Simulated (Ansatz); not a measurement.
Geometry optimisation in Ansatz: input, command and trajectory.

```yaml
crystal:
  lattice:
    - [4.1053305961, 0.0, 0.0]
    - [0.0, 4.1053305961, 0.0]
    - [0.0, 0.0, 4.1053305961]
  atoms:
    - { symbol: Sc, position: [0.0, 0.0, 0.0] }
    - { symbol: Al, position: [0.5, 0.0, 0.5] }
    - { symbol: Al, position: [0.0, 0.5, 0.5] }
    - { symbol: Al, position: [0.5, 0.5, 0.0] }
basis:
  ecutwfc: 420
kpoints:
  mp_grid: { grid: [10, 10, 10] }
hamiltonian:
  xc: pbesol
scf:
  occupations: { method: gaussian, width: 0.1 }
output:
  forces: true
  stress: true
  eigenvalues: true
relax:
  adjacent_minimum: "off"
  f_tol: 0.005
  max_steps: 50
  cell: { stress_tol: 0.05 }
```

```bash
ansatz run input.yaml --threads 1 --pin off --max-ram 2560MiB --backend cpu --events-out ev --progress --plain --runs-dir out
```

Level of theory: DFT PBEsol, scalar-relativistic, plane waves, PAW (Ansatz).

Of 5 frames 5 are shown, positions in Å and forces in eV/Å; the SCF threshold varies from step to step. Steps run on the plane waves of an earlier cell, with a Pulay correction in the pressure. The basis is chosen afresh for the last frame, the zero of the energies, and at times for earlier ones too; energy and pressure step there, also at an unchanged geometry.

```xyz
4
Lattice="4.1053 0.0000 0.0000 0.0000 4.1053 0.0000 0.0000 0.0000 4.1053" Properties=species:S:1:pos:R:3:forces:R:3 pbc="T T T" step=1 free_energy_over_end_meV_per_atom=3.01 pressure_GPa=-2.19
Sc    0.0000    0.0000    0.0000    0.0000    0.0000    0.0000
Al    2.0527    0.0000    2.0527    0.0000    0.0000    0.0000
Al    0.0000    2.0527    2.0527    0.0000    0.0000    0.0000
Al    2.0527    2.0527    0.0000    0.0000    0.0000    0.0000
4
Lattice="4.0445 0.0000 0.0000 0.0000 4.0445 0.0000 0.0000 0.0000 4.0445" Properties=species:S:1:pos:R:3:forces:R:3 pbc="T T T" step=2 free_energy_over_end_meV_per_atom=1.68 pressure_GPa=1.89
Sc    0.0000    0.0000    0.0000    0.0000    0.0000    0.0000
Al    2.0223    0.0000    2.0223    0.0000    0.0000    0.0000
Al    0.0000    2.0223    2.0223    0.0000    0.0000    0.0000
Al    2.0223    2.0223    0.0000    0.0000    0.0000    0.0000
4
Lattice="4.0722 0.0000 0.0000 0.0000 4.0722 0.0000 0.0000 0.0000 4.0722" Properties=species:S:1:pos:R:3:forces:R:3 pbc="T T T" step=3 free_energy_over_end_meV_per_atom=-0.11 pressure_GPa=-0.07
Sc    0.0000    0.0000    0.0000    0.0000    0.0000    0.0000
Al    2.0361    0.0000    2.0361    0.0000    0.0000    0.0000
Al    0.0000    2.0361    2.0361    0.0000    0.0000    0.0000
Al    2.0361    2.0361    0.0000    0.0000    0.0000    0.0000
4
Lattice="4.0712 0.0000 0.0000 0.0000 4.0712 0.0000 0.0000 0.0000 4.0712" Properties=species:S:1:pos:R:3:forces:R:3 pbc="T T T" step=4 free_energy_over_end_meV_per_atom=-0.12 pressure_GPa=0.00
Sc    0.0000    0.0000    0.0000    0.0000    0.0000    0.0000
Al    2.0356    0.0000    2.0356    0.0000    0.0000    0.0000
Al    0.0000    2.0356    2.0356    0.0000    0.0000    0.0000
Al    2.0356    2.0356    0.0000    0.0000    0.0000    0.0000
4
Lattice="4.0712 0.0000 0.0000 0.0000 4.0712 0.0000 0.0000 0.0000 4.0712" Properties=species:S:1:pos:R:3:forces:R:3 pbc="T T T" step=5 free_energy_over_end_meV_per_atom=0.00 pressure_GPa=-0.01
Sc    0.0000    0.0000    0.0000    0.0000    0.0000    0.0000
Al    2.0356    0.0000    2.0356    0.0000    0.0000    0.0000
Al    0.0000    2.0356    2.0356    0.0000    0.0000    0.0000
Al    2.0356    2.0356    0.0000    0.0000    0.0000    0.0000
```

Time: 17 s on 1 thread of Intel(R) Xeon(R) 6975P-C (Granite Rapids) (shared host), peak memory 0.4 GiB.